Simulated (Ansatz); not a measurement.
A relaxation computed with Ansatz, from input to last step.

```yaml
crystal:
  lattice:
    - [6.7718758001, 0.0752613217, 0.040486645]
    - [0.0752613217, 6.1113920392, 0.0909864419]
    - [0.0412038451, 0.0925982199, 6.2443005559]
  atoms:
    - { symbol: Li, position: [0.9954129512, 0.0007121536, 0.9738532947] }
    - { symbol: Li, position: [0.5015649903, 0.5028831752, 0.4966892707] }
    - { symbol: Li, position: [0.2387430603, 0.732924923, 0.2249886843] }
    - { symbol: Li, position: [0.720683379, 0.757768582, 0.7584378046] }
    - { symbol: Li, position: [0.7833321949, 0.2584866667, 0.2713680979] }
    - { symbol: Li, position: [0.2629788677, 0.2492486271, 0.7496153077] }
    - { symbol: Ge, position: [0.3191288277, 0.7983951522, 0.803283501] }
    - { symbol: Ag, position: [0.7614208918, 0.7371127729, 0.2293154354] }
    - { symbol: Ge, position: [0.7139608183, 0.1979004486, 0.7466782891] }
    - { symbol: Ag, position: [0.2004111105, 0.2681103479, 0.2505901569] }
    - { symbol: Ge, position: [0.5063038774, 0.0330046914, 0.0646395839] }
    - { symbol: Ag, position: [0.4827744013, 0.993597636, 0.4714834296] }
    - { symbol: Ge, position: [0.9961502058, 0.5254375204, 0.521533567] }
    - { symbol: Ge, position: [0.9931834621, 0.5027307468, 0.9519740199] }
    - { symbol: Ag, position: [0.5048766441, 0.4705580481, 0.9981744945] }
    - { symbol: Ge, position: [0.0208533715, 0.9733496628, 0.5084393295] }
  symmetry: { detect: false }
basis:
  ecutwfc: 420
kpoints:
  mp_grid: { grid: [3, 4, 4] }
hamiltonian:
  xc: pbesol
scf:
  occupations: { method: gaussian, width: 0.1 }
  lower_state_search: "off"
output:
  forces: true
  stress: true
  eigenvalues: true
relax:
  adjacent_minimum: "off"
  f_tol: 0.04
  max_steps: 25
  cell: { stress_tol: 0.3 }
```

```bash
ansatz run input.yaml --threads 4 --pin off --max-ram 9216MiB --backend cpu --events-out ev --progress --plain --runs-dir out
```

Method: DFT PBEsol, scalar-relativistic, plane waves, PAW in Ansatz 0.2.0.

Of 11 frames 10 are shown, positions in Å and forces in eV/Å; the SCF threshold varies from step to step. Steps run on the plane waves of an earlier cell, with a Pulay correction in the pressure. The basis is chosen afresh for the last frame, the zero of the energies, and can be on the way; energy and pressure step there, also at an unchanged geometry. The mark taken_back stands on steps that the optimiser undid.

```xyz
16
Lattice="6.7719 0.0753 0.0405 0.0753 6.1114 0.0910 0.0412 0.0926 6.2443" Properties=species:S:1:pos:R:3:forces:R:3 pbc="T T T" step=1 free_energy_over_end_meV_per_atom=14.39 pressure_GPa=0.02
Li    6.7810    0.1694    6.1214    0.0230   -0.0300   -0.0350
Li    3.4548    3.1571    3.1675   -0.0170   -0.0030    0.0230
Li    1.6812    4.5180    1.4812   -0.0310   -0.0110   -0.0220
Li    4.9687    4.7555    4.8340    0.0340   -0.0080   -0.0520
Li    5.3353    1.6638    1.7497   -0.0110    0.0300    0.0030
Li    1.8305    1.6125    4.7141   -0.0450   -0.0180   -0.0120
Ge    2.2543    4.9777    5.1015   -0.3130   -0.1750   -0.2670
Ag    5.2212    4.5833    1.5298    0.0070   -0.0170    0.0750
Ge    4.8805    1.3323    4.7094    0.1490    0.3650   -0.3340
Ag    1.3877    1.6768    1.5973    0.0520    0.0160    0.0460
Ge    3.4338    0.2458    0.4271    0.0300   -0.1230   -0.0010
Ag    3.3635    6.1523    3.0540    0.0450    0.0050    0.0010
Ge    6.8068    3.3344    3.3448   -0.0050    0.2490    0.3700
Ge    6.8028    3.2353    6.0304   -0.0500   -0.0200   -0.2300
Ag    3.4955    3.0062    6.2962    0.0720    0.0640    0.1570
Ge    0.2354    5.9972    3.2643    0.0610   -0.3250    0.2770
16
Lattice="6.7008 0.0864 0.0539 0.0847 6.1219 0.0659 0.0538 0.0676 6.2075" Properties=species:S:1:pos:R:3:forces:R:3 pbc="T T T" step=2 free_energy_over_end_meV_per_atom=6.39 pressure_GPa=0.63
Li    6.7034    0.1567    6.0675   -0.0410    0.0250    0.0710
Li    3.3819    3.1748    3.1358   -0.0430    0.0060   -0.0430
Li    1.6398    4.5194    1.4275   -0.0360    0.0190   -0.0230
Li    4.9349    4.7864    4.7791   -0.0930    0.0110    0.0090
Li    5.2973    1.6748    1.7806    0.0040    0.0030    0.0180
Li    1.8165    1.5729    4.6929    0.0390    0.0160    0.0070
Ge    2.1968    4.9007    4.9818   -0.1000   -0.0790    0.0230
Ag    5.1984    4.5938    1.5588    0.0560   -0.0160   -0.0660
Ge    4.8687    1.4370    4.5819    0.0820   -0.0030    0.0240
Ag    1.3831    1.6625    1.6333   -0.0170    0.0220   -0.0260
Ge    3.4196    0.2216    0.3556    0.1330   -0.0150   -0.0410
Ag    3.3560    6.1502    2.9796    0.0120    0.0330    0.0550
Ge    6.7736    3.3830    3.4200    0.0380   -0.0650   -0.1490
Ge    6.7301    3.2015    6.0096   -0.0700   -0.0290    0.1110
Ag    3.4935    3.0051    6.2884    0.0520   -0.0340    0.1310
Ge    0.2887    5.9358    3.3187   -0.0170    0.1070   -0.1010
16
Lattice="6.7215 0.1113 0.0743 0.1075 6.1466 0.0547 0.0731 0.0563 6.2192" Properties=species:S:1:pos:R:3:forces:R:3 pbc="T T T" step=3 free_energy_over_end_meV_per_atom=4.25 pressure_GPa=-0.05
Li    6.7156    0.1854    6.1217   -0.0120    0.0050   -0.0170
Li    3.3786    3.1932    3.1149   -0.0300    0.0200   -0.0060
Li    1.6382    4.5571    1.4033    0.0050    0.0120   -0.0110
Li    4.9502    4.8097    4.7829   -0.0090   -0.0170   -0.0050
Li    5.3310    1.7003    1.8171   -0.0020   -0.0030    0.0280
Li    1.8659    1.5801    4.7245    0.0150    0.0030    0.0350
Ge    2.2153    4.8969    4.9965   -0.0490   -0.0210   -0.0070
Ag    5.2581    4.6240    1.5682   -0.0060    0.0150    0.0000
Ge    4.9230    1.4710    4.5932    0.0240   -0.0210   -0.0070
Ag    1.4026    1.6676    1.6209    0.0180   -0.0020   -0.0290
Ge    3.4698    0.2158    0.3551    0.0580   -0.0060    0.0080
Ag    3.4028    6.1857    2.9918   -0.0300    0.0130    0.0230
Ge    6.8353    3.4205    3.4285    0.0440   -0.0230   -0.0710
Ge    6.7547    3.2104    6.0332   -0.0420   -0.0360    0.0510
Ag    3.5560    3.0123    6.3522    0.0300   -0.0100    0.0350
Ge    0.3285    5.9655    3.3072   -0.0110    0.0720   -0.0270
16
Lattice="6.7172 0.1310 0.1294 0.1271 6.0727 0.0044 0.1245 0.0028 6.2501" Properties=species:S:1:pos:R:3:forces:R:3 pbc="T T T" step=4 free_energy_over_end_meV_per_atom=2.81 pressure_GPa=0.20
Li    6.6418    0.1196    6.1766    0.0610   -0.0020   -0.0370
Li    3.2726    3.0798    3.0877   -0.0360    0.0770   -0.0010
Li    1.6531    4.5673    1.3099   -0.0430   -0.0240    0.0110
Li    4.9708    4.6598    4.6543   -0.0020   -0.0060   -0.0450
Li    5.3654    1.7044    1.9377    0.0050   -0.0360    0.0150
Li    1.9478    1.5508    4.9364    0.0050   -0.0500    0.0160
Ge    2.2305    4.7542    5.0057    0.0050    0.0380   -0.0050
Ag    5.3291    4.5865    1.7093    0.0370    0.0400    0.1610
Ge    4.9595    1.4356    4.5993   -0.0710   -0.0020   -0.0280
Ag    1.4304    1.6249    1.4941    0.0130    0.0090   -0.0930
Ge    3.5969    0.1536    0.3809   -0.0940    0.0990    0.0160
Ag    3.3496    6.1159    2.9967    0.0400    0.0110    0.0020
Ge    7.0634    3.4017    3.4720   -0.1940    0.0420    0.0270
Ge    6.6605    3.1156    6.0912    0.1810   -0.1250   -0.0350
Ag    3.7147    2.9566    6.4495    0.0370    0.0540    0.0230
Ge    0.4220    5.9741    3.2811    0.0580   -0.1240   -0.0270
16
Lattice="6.7256 0.1417 0.1461 0.1372 6.0535 0.0194 0.1399 0.0173 6.2770" Properties=species:S:1:pos:R:3:forces:R:3 pbc="T T T" step=5 free_energy_over_end_meV_per_atom=1.15 pressure_GPa=0.04
Li    6.6860    0.1532    6.1932    0.0040   -0.0120   -0.0150
Li    3.2714    3.1382    3.1069   -0.0100   -0.0070    0.0010
Li    1.6352    4.5423    1.3289   -0.0200   -0.0040   -0.0090
Li    4.9912    4.6637    4.7054    0.0100    0.0070   -0.0060
Li    5.3756    1.6873    1.9695    0.0000   -0.0090   -0.0030
Li    1.9911    1.5485    4.9605    0.0180    0.0040    0.0040
Ge    2.2517    4.7585    5.0490    0.0170    0.0130    0.0050
Ag    5.3669    4.6006    1.7401   -0.0080    0.0130    0.0550
Ge    4.9638    1.4505    4.6301   -0.0510    0.0050   -0.0140
Ag    1.4477    1.6321    1.5073    0.0080   -0.0200   -0.0300
Ge    3.5839    0.1716    0.3983   -0.0230   -0.0110    0.0160
Ag    3.3817    6.1134    3.0324   -0.0040    0.0060   -0.0110
Ge    7.0330    3.3880    3.5158    0.0020    0.0200    0.0090
Ge    6.7146    3.0947    6.1427    0.0170    0.0420   -0.0320
Ag    3.7600    2.9879    6.5114    0.0220    0.0260   -0.0090
Ge    0.4484    5.9424    3.3041    0.0210   -0.0740    0.0390
16
Lattice="6.7263 0.1332 0.2016 0.1315 5.9440 0.0229 0.1903 0.0170 6.3846" Properties=species:S:1:pos:R:3:forces:R:3 pbc="T T T" step=7 free_energy_over_end_meV_per_atom=0.34 pressure_GPa=-0.01
Li    6.6790    0.1293    6.2912    0.0090   -0.0020    0.0040
Li    3.2110    3.0901    3.1376    0.0170   -0.0220   -0.0070
Li    1.5744    4.4758    1.3292    0.0140   -0.0100   -0.0010
Li    5.0118    4.5570    4.7416   -0.0050   -0.0060    0.0320
Li    5.4093    1.6231    2.0717    0.0030    0.0010   -0.0210
Li    2.0863    1.5511    5.1481    0.0040    0.0030   -0.0510
Ge    2.3024    4.6592    5.1814    0.0040   -0.0330   -0.0190
Ag    5.4150    4.5414    1.9135    0.0000   -0.0070   -0.0290
Ge    4.9552    1.4375    4.7177    0.0120    0.0060    0.0220
Ag    1.4539    1.5694    1.4590   -0.0050   -0.0010    0.0550
Ge    3.6212    0.1230    0.4542   -0.0060   -0.0130    0.0190
Ag    3.3522    6.0232    3.1134    0.0120    0.0180   -0.0120
Ge    7.0973    3.2771    3.6388   -0.0070    0.0000    0.0080
Ge    6.7424    3.0558    6.2969    0.0180    0.0240    0.0060
Ag    3.8904    2.9732    6.6971   -0.0330    0.0030   -0.0020
Ge    0.5156    5.8318    3.4031   -0.0370    0.0390   -0.0030
16
Lattice="6.7829 0.1133 0.2031 0.1147 5.8902 0.0206 0.1918 0.0136 6.3839" Properties=species:S:1:pos:R:3:forces:R:3 pbc="T T T" step=8 free_energy_over_end_meV_per_atom=0.32 pressure_GPa=0.02
Li    6.7611    0.1059    6.2933   -0.0040   -0.0100   -0.0160
Li    3.2507    3.0314    3.1241    0.0030    0.0030    0.0110
Li    1.5908    4.4410    1.3454   -0.0130    0.0030   -0.0110
Li    5.0292    4.4889    4.7719    0.0070   -0.0100   -0.0120
Li    5.4504    1.6076    2.0382    0.0030   -0.0120    0.0230
Li    2.1004    1.5115    5.1197    0.0030    0.0070    0.0110
Ge    2.3069    4.5738    5.1548   -0.0190    0.0780   -0.0130
Ag    5.4418    4.4784    1.8872    0.0290    0.0150    0.0160
Ge    5.0031    1.4229    4.7460   -0.0380    0.0260   -0.0630
Ag    1.4550    1.5353    1.4930    0.0000    0.0150   -0.0090
Ge    3.6366    0.1049    0.4587   -0.0370   -0.0400    0.0060
Ag    3.3947    5.9652    3.1142   -0.0110   -0.0180    0.0020
Ge    7.1347    3.2460    3.6414    0.0060   -0.0360   -0.0100
Ge    6.8335    3.0309    6.3002   -0.0120   -0.0090   -0.0040
Ag    3.8736    2.9295    6.7025    0.0160    0.0050    0.0200
Ge    0.4441    5.8036    3.3919    0.0700   -0.0170    0.0480
16
Lattice="6.7502 0.1131 0.2099 0.1142 5.8984 0.0158 0.1979 0.0086 6.3958" Properties=species:S:1:pos:R:3:forces:R:3 pbc="T T T" step=9 free_energy_over_end_meV_per_atom=0.41 pressure_GPa=0.09 taken_back
Li    6.7063    0.1053    6.2977    0.0090    0.0120    0.0090
Li    3.2329    3.0394    3.1334   -0.0020    0.0200   -0.0100
Li    1.5645    4.4184    1.3333   -0.0190    0.0450   -0.0020
Li    5.0088    4.4886    4.7674    0.0070    0.0210   -0.0170
Li    5.4295    1.5817    2.0555   -0.0080    0.0170   -0.0060
Li    2.1104    1.5405    5.1456   -0.0010   -0.0070    0.0080
Ge    2.2863    4.6220    5.1585    0.0420   -0.0980    0.0360
Ag    5.4566    4.4925    1.9186   -0.0420   -0.0110   -0.0110
Ge    4.9575    1.4300    4.7351    0.0160   -0.0350    0.0660
Ag    1.4596    1.5517    1.4845   -0.0050   -0.0530   -0.0140
Ge    3.6164    0.0717    0.4646    0.0300    0.0850   -0.0140
Ag    3.3724    5.9643    3.1006    0.0100    0.0020    0.0140
Ge    7.1044    3.2120    3.6621    0.0060    0.0130   -0.0150
Ge    6.7866    3.0179    6.3167   -0.0220    0.0070    0.0180
Ag    3.8727    2.9553    6.7180    0.0560   -0.0500    0.0100
Ge    0.4978    5.8047    3.4213   -0.0780    0.0310   -0.0730
16
Lattice="6.7666 0.1148 0.2092 0.1160 5.9001 0.0204 0.1973 0.0134 6.3920" Properties=species:S:1:pos:R:3:forces:R:3 pbc="T T T" step=10 free_energy_over_end_meV_per_atom=-0.04 pressure_GPa=-0.04
Li    6.7372    0.1091    6.2966   -0.0040    0.0020    0.0000
Li    3.2413    3.0440    3.1309   -0.0040    0.0040    0.0000
Li    1.5733    4.4457    1.3378    0.0000   -0.0050   -0.0020
Li    5.0261    4.4975    4.7698    0.0010    0.0000   -0.0030
Li    5.4405    1.6002    2.0568    0.0020   -0.0060    0.0030
Li    2.1072    1.5289    5.1395    0.0020    0.0050    0.0020
Ge    2.3060    4.5983    5.1665   -0.0060    0.0020   -0.0030
Ag    5.4476    4.4943    1.9086    0.0030    0.0010    0.0020
Ge    4.9798    1.4281    4.7436   -0.0010    0.0000   -0.0060
Ag    1.4569    1.5413    1.4846   -0.0020    0.0040   -0.0020
Ge    3.6276    0.0943    0.4642   -0.0020    0.0020   -0.0040
Ag    3.3820    5.9710    3.1153   -0.0080   -0.0020    0.0040
Ge    7.1248    3.2340    3.6520    0.0040   -0.0030    0.0060
Ge    6.8076    3.0302    6.3142   -0.0010   -0.0010   -0.0030
Ag    3.8879    2.9418    6.7213    0.0050   -0.0020    0.0000
Ge    0.4734    5.8101    3.4078    0.0120   -0.0010    0.0060
16
Lattice="6.7666 0.1148 0.2092 0.1160 5.9001 0.0204 0.1973 0.0134 6.3920" Properties=species:S:1:pos:R:3:forces:R:3 pbc="T T T" step=11 free_energy_over_end_meV_per_atom=0.00 pressure_GPa=-0.04
Li    6.7372    0.1091    6.2966   -0.0040    0.0020    0.0000
Li    3.2413    3.0440    3.1309   -0.0040    0.0040    0.0000
Li    1.5733    4.4457    1.3378    0.0000   -0.0050   -0.0020
Li    5.0261    4.4975    4.7698    0.0010    0.0000   -0.0030
Li    5.4405    1.6002    2.0568    0.0020   -0.0060    0.0030
Li    2.1072    1.5289    5.1395    0.0020    0.0050    0.0020
Ge    2.3060    4.5983    5.1665   -0.0060    0.0020   -0.0030
Ag    5.4476    4.4943    1.9086    0.0030    0.0010    0.0020
Ge    4.9798    1.4281    4.7436   -0.0010    0.0000   -0.0060
Ag    1.4569    1.5413    1.4846   -0.0020    0.0040   -0.0020
Ge    3.6276    0.0943    0.4642   -0.0020    0.0020   -0.0040
Ag    3.3820    5.9710    3.1153   -0.0080   -0.0020    0.0040
Ge    7.1248    3.2340    3.6520    0.0040   -0.0030    0.0060
Ge    6.8076    3.0302    6.3142   -0.0010   -0.0010   -0.0030
Ag    3.8879    2.9418    6.7213    0.0050   -0.0020    0.0000
Ge    0.4734    5.8101    3.4078    0.0120   -0.0010    0.0060
```

It took 6.2 min on 4 threads of Intel(R) Xeon(R) Processor @ 2.50GHz (Skylake/Cascade Lake), on a shared host, peak memory 1.3 GiB.

The k mesh is coarse.